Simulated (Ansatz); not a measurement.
Method: DFT, BLYP, plane waves (420 eV) with PAW, scalar-relativistic in Ansatz. (PAW data from PBE, frozen cores regenerated.)

An element in the bcc structure gives this curve. The cell is scaled uniformly from the relaxed one, with fractional coordinates and shape fixed. Energies are extrapolated to zero smearing, pressures are those at the given smearing. Magnetic state: spin not included.

```
V (Å³/atom)  E − E₀ (meV/atom)  P (GPa)
     13.482              166.9    34.33
     14.094               66.2    19.97
     14.707               14.1     8.75
     15.320                0.0     0.00
     15.933               15.6    -6.80
     16.545               54.1   -12.07
     17.158              110.4   -16.12
```

Which element is it?
A. silicon
B. phosphorus
C. rhodium
D. molybdenum

C. Its fit is V₀ = 15.28 Å³/atom, B₀ = 195 GPa, B₀′ = 5.2.
